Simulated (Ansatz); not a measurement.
**Guessed and relaxed cells of KTi₃**

The cell of KTi₃ is invented: ordered superstructure of fcc (Pm-3m, No. 221) (sublattice all; occupants of the shared sites, in ratio, Ti: 3, K: 1). Lengths were set from tabulated atomic sizes, so they are only a guess.

start.cif

```cif
data_structure
_symmetry_space_group_name_H-M 'Pm-3m'
_symmetry_Int_Tables_number 221
_cell_length_a 4.9006
_cell_length_b 4.9006
_cell_length_c 4.9006
_cell_angle_alpha 90.000
_cell_angle_beta 90.000
_cell_angle_gamma 90.000
_cell_volume 117.69
loop_
_atom_site_label
_atom_site_type_symbol
_atom_site_symmetry_multiplicity
_atom_site_Wyckoff_symbol
_atom_site_fract_x
_atom_site_fract_y
_atom_site_fract_z
_atom_site_occupancy
K1 K 1 b 0.50000 0.50000 0.50000 1
Ti1 Ti 3 d 0.50000 0.00000 0.00000 1
```

All numbers below come from DFT PBE, scalar-relativistic, plane waves, PAW in Ansatz 0.2.0. Cutoff 420 eV, Gaussian smearing, Γ-centred meshes. Cell and atoms relax first on a coarse mesh and then on a finer one. In between, the cell is made exact in the group found at 0.06 Å. In metals the finer mesh still leaves noise of several meV/atom or more. The steps can't lower the symmetry of their start. No spin polarisation in the relaxation; trial moments died out in a coarse test.

end.cif

```cif
data_structure
_symmetry_space_group_name_H-M 'Pm-3m'
_symmetry_Int_Tables_number 221
_cell_length_a 4.4017
_cell_length_b 4.4017
_cell_length_c 4.4017
_cell_angle_alpha 90.000
_cell_angle_beta 90.000
_cell_angle_gamma 90.000
_cell_volume 85.28
loop_
_atom_site_label
_atom_site_type_symbol
_atom_site_symmetry_multiplicity
_atom_site_Wyckoff_symbol
_atom_site_fract_x
_atom_site_fract_y
_atom_site_fract_z
_atom_site_occupancy
K1 K 1 b 0.50000 0.50000 0.50000 1
Ti1 Ti 3 d 0.50000 0.00000 0.00000 1
```

The symmetry stays Pm-3m (No. 221). The end has the Cu3Au (L1_2) type. The volume per atom shrinks by 27.5 %, from 29.4 to 21.3 Å³. The shortest distance goes from 3.47 Å (K–Ti and Ti–Ti) to 3.11 Å (K–Ti and Ti–Ti). The energy falls by about 0.31 eV/atom (the start's value is from the coarse mesh).

```
Volume per atom                             : 21.32 Å³
Density                                     : 3.56 g/cm³
Formation energy                            : +1.20 eV/atom
Gap on the 10×10×10 mesh of the 4-atom cell : 0 eV (a metal)
```

The zero of energy is the elements' standard structures at the same level; no fitted shifts are applied. The separate elements lie lower, so it is unstable against them.

The last run used Gaussian smearing of 0.10 eV. Symmetry constrained the relaxation, so the result can be a saddle point. In all, the 3 runs took 44 s on 1 thread of Intel(R) Xeon(R) Platinum 8259CL CPU @ 2.50GHz (Skylake/Cascade Lake) (shared host).
